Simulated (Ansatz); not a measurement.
Ansatz 0.2.0, relaxation: Al₂B₂SeO₇

input.yaml:

```yaml
crystal:
  lattice:
    - [2.409056, 4.172601, 0.0]
    - [-2.409056, 4.172601, 0.0]
    - [0.0, -2.781731, 7.839047]
  atoms:
    - { symbol: O, position: [0.5, 0.4999, 0.4999] }
    - { symbol: O, position: [0.3205, 0.9572, 0.7927] }
    - { symbol: O, position: [0.515, 0.3205, 0.7927] }
    - { symbol: O, position: [0.9572, 0.515, 0.7927] }
    - { symbol: O, position: [0.485, 0.0428, 0.2073] }
    - { symbol: O, position: [0.0428, 0.6795, 0.2073] }
    - { symbol: O, position: [0.6795, 0.485, 0.2073] }
    - { symbol: Se, position: [0.0, 0.0, 0.0] }
    - { symbol: Al, position: [0.5704, 0.5703, 0.7111] }
    - { symbol: Al, position: [0.4296, 0.4297, 0.2889] }
    - { symbol: B, position: [0.7353, 0.7352, 0.2058] }
    - { symbol: B, position: [0.2647, 0.2648, 0.7942] }
  symmetry: { tolerance: 0.0003 }
kpoints:
  mp_grid: { grid: [5, 5, 5], shift: [0, 0, 0] }
magnetization:
  spin_polarized: false
scf:
  occupations: { method: fermi_dirac, width: 0.0796 }
  lower_state_search: "off"
hamiltonian:
  pseudopotentials: { kind: paw }
  xc: r2scan
basis:
  ecutwfc: 500
  fft_grid_basis: typed
relax:
  max_steps: 40
  cell: { p_target: 0.0 }
output:
  forces: true
  stress: true
  eigenvalues: true
  populations: true
  elf: true
  write_potential: true
  volumetric_format: npy
  dos:
    e_range: [-12, 8]
    de: 0.05
    projected: { site_lists: { Al: [Al], B: [B], O: [O], Se: [Se] } }
  bader: false
checkpoint:
  read: saved_state
```

The command:

```bash
ansatz run input.yaml --threads 2 --pin off --max-ram 2560MiB --backend cpu --events-out ev --progress --plain --runs-dir out
```

Origin of the cell: a known structure type with other elements, at an estimated volume, so it need not be a known compound.

The saved state is a converged single point of the same cell.

Steps («new basis» is an SCF on plane waves selected anew at the same cell):

| step | ΔF (meV/atom) | max force component (eV/Å) | P (GPa) | volume (Å³) | SCF iterations | step was |
| --- | --- | --- | --- | --- | --- | --- |
| 1 | 0.0 | 1.770 | 6.98 | 157.60 | 7 | accepted |
| 2 | -26.2 | 1.050 | 3.96 | 159.63 | 8 | accepted |
| 3 | -51.3 | 0.186 | -0.67 | 161.75 | 9 | accepted |
| 4 | -54.4 | 0.141 | -0.73 | 160.07 | 9 | accepted |
| 5 | -55.0 | 0.146 | -0.13 | 158.32 | 6 | accepted |
| 6 | -55.2 | 0.028 | -0.03 | 158.58 | 8 | accepted |
| 7 | -55.2 | 0.012 | -0.04 | 158.49 | 8 | accepted |
| 8 | -55.2 | 0.001 | 0.00 | 158.45 | 8 | accepted |
| 9 | -55.2 | 0.001 | 0.01 | 158.45 | 8 | new basis |

The starting structure.

Space group R32 (No. 155); the run's cell has a = 4.818 Å, b = 4.818 Å, c = 8.318 Å, α = 106.84°, β = 106.84°, γ = 60.00°. Shortest distances: B–O 1.36 Å, Al–O 1.65 Å, O–O 2.36 Å, O–Se 2.53 Å, Al–B 2.86 Å, B–Se 3.22 Å.

After:

Space group R32 (No. 155); the run's cell has a = 4.738 Å, b = 4.738 Å, c = 8.597 Å, α = 106.00°, β = 106.00°, γ = 60.00°. Shortest distances: B–O 1.37 Å, Al–O 1.68 Å, O–O 2.37 Å, O–Se 2.44 Å, Al–B 2.82 Å, B–Se 3.22 Å.

```xyz
12
Lattice="2.3691 4.1034 0.0000 -2.3691 4.1034 0.0000 0.0000 -2.7356 8.1496" Properties=species:S:1:pos:R:3 pbc="T T T"
O     0.0000    2.7356    4.0748
O    -1.6218    2.9555    6.4551
O     0.6204    1.2210    6.4551
O     1.0014    4.0302    6.4551
O     1.0014    1.4410    1.6945
O    -1.6218    2.5156    1.6945
O     0.6204    4.2501    1.6945
Se    0.0000    0.0000    0.0000
Al    0.0000    2.7356    5.7526
Al    0.0000    2.7356    2.3971
B     0.0000    5.4711    1.6984
B     0.0000    0.0000    6.4512
```

```
Free energy lowered by                                                                 : 55.2 meV/atom
Volume change                                                                          : 0.54 %
Final pressure                                                                         : 0.01 GPa
Relaxation steps listed                                                                : 9
Formation energy (elements under the same functional, gases as molecules, uncorrected) : -2.139 eV/atom
Gap on the mesh                                                                        : none (metal)
```

Caveats: no spin, though holes on the anions or broken bonds may carry moments; the k mesh is coarse if the cell is a metal; the relaxation held the start's symmetry, so the end may be a saddle point.

Time: 5.6 min on 2 threads of Arm Neoverse N1 (shared host), peak memory 0.78 GiB, from a saved density.
